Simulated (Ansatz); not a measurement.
An Ansatz input:

```yaml
crystal:
  lattice:
    - [2.532025543, 0.0, 0.0]
    - [0.0, 2.532025543, 0.0]
    - [0.0, 0.0, 2.532025543]
  atoms:
    - { symbol: Pt, position: [0.0, 0.0, 0.0], spin: 1.0 }
hamiltonian:
  xc: r2scan
  pseudopotentials:
    kind: paw
    azcp:
      Pt: "pseudopotentials/Pt.paw.azcp"
basis:
  ecutwfc: 500
  fft_grid_basis: typed
kpoints:
  mp_grid: { grid: [20, 20, 20], shift: [0, 0, 0] }
magnetization:
  spin_polarized: true
scf:
  occupations: { method: fermi_dirac, width: 0.05 }
output:
  stress: true
```

and its output:

```
Engine: ansatz 0.2.0, x86_64-unknown-linux-gnu
Pseudopotentials: kind: paw
Pseudopotential: Pt, paw, valence charge 18, recommended cutoff 500 eV (meta_gga) 
Functional definition: r2SCAN
  parameter k0 = 0.174
  parameter k1 = 0.065
  parameter a1 = 4.9479
  exchange = r2scan_x(k0 = k0, k1 = k1, a1 = a1)
  correlation = r2scan_c
Crystal: 1 atoms, lattice volume = 16.233 Å³
Basis set: ecut = 500 eV, 437 PW (Γ), exchange–correlation on 80×80×80 points (64 copies of the dense FFT grid, shifted against one another)
Bands: 14, of which v1, the nominal top of the filled ones, is band 9 counted from 1 (8 counted from 0)
Symmetry: 48 space group operations
Space group: Pm-3m (ITA 221), of the structure as read, at distance tolerance 2.5e-5 Å
Magnetic group: BNS 221.92 (UNI 1594), of the structure as read, at distance tolerance 2.5e-5 Å
k-points: 286 of 8000
Non-local potential: Pt, projectors of the file, l = 0: 3, l = 1: 2, l = 2: 2, l = 3: 1
PAW form: soft (Blöchl's): semilocal exchange-correlation on the pseudo side does not see the compensation charge
PAW frozen core: Pt, regenerated for the run's functional (the file was generated under x = pbe(κ = 0.804, μ = 0.2195149727645171), c = pbe(β = 0.06672455060314922))
PAW one-centre angular grid: Pt, 590 points (default); XC on 160 Gauss nodes
Initial density: superposition of atomic densities (chi_scale 0.1, normalization cell)
Starting moments: Σ|m| = 1 μB on 1 of 1 site
Initial wavefunctions: pseudopotential atomic-orbital guess
Functional: x = r2scan, c = r2scan; τ floored in thin density (d = 2e-4 eV/Å³)
iter 1 solved again at ethr=2.21e-3 eV; its pass at ethr=3.10e-3 eV (dr2=3.98e-1 eV) is discarded
SCF iter   1: F=—  HF=-12536.270412 eV  |F-HF|=—  |Δ(HF+E_count)|=         —  Δρ=4.75e-2 (↑4.75e-2 ↓2.67e-2)  dr2=5.86e-1  dr2_τ=1.03e-2  dr2_m=5.13e-2  M=0.556 μB ∫|m|=0.563 μB  β_m=0.67  ethr=2.21e-3  ⟨swp⟩=2.0  Hψ=60507  notcnv=0
Mixer restart at iter 1: flushing history
SCF iter   2: F=—  HF=-12536.094303 eV  |F-HF|=—  |Δ(HF+E_count)|=   1.76e-1  Δρ=2.46e-2 (↑2.46e-2 ↓1.69e-2)  dr2=1.44e-1  dr2_τ=7.18e-3  dr2_m=8.93e-3  M=0.500 μB ∫|m|=0.514 μB  β_m=1.00  ethr=2.21e-3  ⟨swp⟩=2.0  Hψ=13619  notcnv=0  κ⁻¹=1.0e0(r=1)
SCF iter   3: F=—  HF=-12536.297373 eV  |F-HF|=—  |Δ(HF+E_count)|=         —  Δρ=2.83e-2 (↑2.83e-2 ↓2.00e-2)  dr2=4.30e-2  dr2_τ=1.06e-2  dr2_m=6.98e-2  M=0.109 μB ∫|m|=0.126 μB  β_m=0.39  ethr=8.00e-4  ⟨swp⟩=2.2  Hψ=12574  notcnv=0  defer=3
...
SCF iter  17: F=—  HF=-12536.274727 eV  |F-HF|=—  |Δ(HF+E_count)|=   3.61e-9  Δρ=3.87e-7 (↑3.87e-7 ↓2.67e-7)  dr2=4.97e-12  dr2_τ=2.07e-12  dr2_m=1.40e-11  M=-0.000 μB ∫|m|=0.000 μB  β_m=1.00  ethr=1.40e-12  ⟨swp⟩=2.1  Hψ=13323  notcnv=0  defer=120  κ⁻¹=5.8e-7(r=8)
SCF iter  18: F=—  HF=-12536.274727 eV  |F-HF|=—  |Δ(HF+E_count)|=  1.95e-10  Δρ=6.09e-7 (↑6.09e-7 ↓5.05e-7)  dr2=2.64e-12  dr2_τ=6.88e-12  dr2_m=4.52e-11  M=-0.000 μB ∫|m|=0.000 μB  β_m=0.48  ethr=1.00e-12  ⟨swp⟩=1.0  Hψ=22327  notcnv=0  κ⁻¹=1.4e-7(r=8)
SCF iter  19: F=-12536.274727 eV  HF=-12536.274727 eV  |F-HF|=2.00e-11  |Δ(HF+E_count)|=  1.89e-10  Δρ=8.01e-8 (↑8.01e-8 ↓7.90e-8)  dr2=2.78e-12  dr2_τ=5.92e-14  dr2_m=1.81e-13  M=-0.000 μB ∫|m|=0.000 μB  ethr=1.00e-12  ⟨swp⟩=2.0  Hψ=15294  notcnv=0
SCF 1 converged in 19 iterations: F = -12536.274727 eV  dr2 = 2.78e-12
WARN: the starting moments were not kept: the SCF closed with an absolute magnetisation of 4.2e-7 μB, where they sum to 1 μB in size (1 site). That is at most 0.1 of that sum. Measured as dr2_m measures the in/out step, that magnetisation stands 9.2e-14 eV from none, at or under the dr2_threshold of 1.0e-7 eV: it is no larger than a step whose dr2_m would equal this threshold. The system may hold no moment; this SCF shows only that its start led to no more than that. To try another start: raise the starting moments (crystal.atoms[].spin, magnetization.per_species, magnetization.initial_magnetization, or on a non-collinear deck that types none of these the spinor_matrix: blocks that start its atoms; where the total moment is fixed, keep their sum and leave initial_magnetization as it is; typed ones take the place of any that the run laid by itself, positive ones on a crystal's lanthanoids without a Hubbard term where scf.initial_density.shell_occupations: [] is typed) or, if the notice of its spin-set hold's release reads "site moments contracting" or "site moments show no strong build", lengthen the hold (scf.mixing.spin_hold: { on: { confirm: 4 } }; for m-r²SCAN on two components see the key's manual first). Each may lead to a state that holds a moment. A second SCF, from the converged charge density, with the starting moments and any scf.initial_density.shell_occupations laid on it anew, would have followed, and was not run: the deck does not ask for one (magnetization.retry_lost_moments is false, the default). To let it run, set magnetization.retry_lost_moments: true and run the deck again, where that key's refused combinations let it; where memory then withholds it, that run's warning says so.
this state was not tested for a lower state beside it, because the mixer in use, unlike msr1, does not test its closes by its own steps (another_mixer; see scf.mixing.algorithm and scf.lower_state_search)
SCF converged after 19 iterations
Magnetization: -0.0000 μB (9.0000 up, 9.0000 down)
Absolute magnetization: 0.0000 μB (∫|ρ↑−ρ↓|, with the PAW one-centre terms)
Spin contamination: 0.0000 ħ² per cell (⟨S²⟩ above its minimum at these occupations)
Per-site moments (μB) at R_I (Å): [(-6.265048539333516e-8, 1.0444605364875001)]
Free energy (F): -12536.274727 eV
Harris-Foulkes:  -12536.274727 eV  (|F-HF|=2.00e-11)
Internal energy: -12536.264581 eV  (E = F + TS)
E sigma→0 (E₀):  -12536.269654 eV
Entropy (-TS):   -0.010145 eV (-10.145 meV/atom)
Fermi energy:    20.970548 eV
--- Per-component energies (eV) ---
  E_band       = -183.619626
  E_kinetic    = 641.539732
  E_local      = -1657.629233  (includes V_loc(G=0)·N_el)
  E_nonlocal   = 202.588730
  E_hartree    = 623.324314
  E_xc         = -251.107652
  E_vxc        = -338.917740  (∫ρ·V_xc dr)
  E_paw        = -9480.761051  (= ΣΔE_a)
  E_vpaw       = -299.502683  (= ΣTr[D̂ρ^β])
  E_aug_tail   = 0.000160  (compensation charges beyond the density's cutoff)
  E_vtau       = 21.652859  (kinetic-family band-sum trace: ∫τ·v_τ [+ j·A + Jᵃ·Aᵃ] dr)
  E_ewald      = -2613.988088
  E_core_change = -0.231494  (= ΣΔE_core)
  E_smearing   = -0.010145  (= −TS)
  E_closure    = 0.000000  (closes the sum)
  Σ components = -12536.274727   (vs F -12536.274727, Δ=0.00e0)
--- Stress (GPa, compression-positive) ---
       21.468704      -0.000000       0.000000
        0.000000      21.468704       0.000000
       -0.000000       0.000000      21.468704
  P = ⅓ Tr σ = 21.4687 GPa (214.687 kbar)
```
